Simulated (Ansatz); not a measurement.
GeBCN in space group R3m (No. 160; B on 3a, N on 3a, Ge on 3a, C on 3a), plane-wave PAW r²SCAN (Ansatz code), all energies at zero smearing, with the estimated change up to a 700 eV cutoff added, with one set of potentials and settings (totals compare only within such a set). Cell of 4 atoms (1 B, 1 N, 1 Ge, 1 C): -5095.696 eV.

```csv
element,reference phase,E (eV/atom)
B,"R-3m, 12 atoms in the cell",-156.5545
N,"Pa-3, 8 atoms in the cell",-384.8341
Ge,"Fd-3m, 2 atoms in the cell",-4302.9121
C,"P6_3/mmc, 4 atoms in the cell",-251.6688
```

Formation energy per atom, worked out: (-5095.696 − 1×(-156.5545) − 1×(-384.8341) − 1×(-4302.9121) − 1×(-251.6688))/4 = 0.068 eV/atom (7 kJ per mol of atoms), at 0 K, without zero-point energy or fitted corrections.

The start of the workflow was typed in or built on a structure type; neither database checked (COD, Materials Project) lists it. Its standing as an ambient phase is unchecked. The r²SCAN relaxation kept the symmetry of its start; its stability against distortions is not shown here. The volume moved by -16 % from the start of the relaxation. The references are the lowest solids computed at this level, not always the standard phases (solids in place of the gases).

Potentials: the earlier of the program's two PAW sets.
